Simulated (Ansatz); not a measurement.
**Question.** Monolayer WSe$_{2}$ (1H, P-6m2 in the vacuum cell, 3 atoms) is relaxed with LDA (plane waves, PAW; program Ansatz). What in-plane lattice and thickness result?

**Answer.** a = 3.247 Å; 3.33 Å between the outermost nuclei.

Band gap: 1.68 eV (indirect). Valence-band maximum: at K. Conduction-band minimum: on the K–Γ line, 48 % of the way from K. Ionisation potential (Kohn–Sham): 5.35 eV. Electron affinity (Kohn–Sham): 3.67 eV. Electron effective mass, in the valley on the K–Γ line, 48 % of the way from K: 0.63 along x, 0.52 along y (mₑ). Hole effective mass, in the valley at K: 0.44 mₑ.

A layer that has been made, often on a substrate. The LDA relaxation kept the symmetry of its start; its stability against distortions is not shown here. The run is not spin-polarised. Spin–orbit coupling is left out wherever it is not named.

Potentials: the later of the program's two PAW sets.
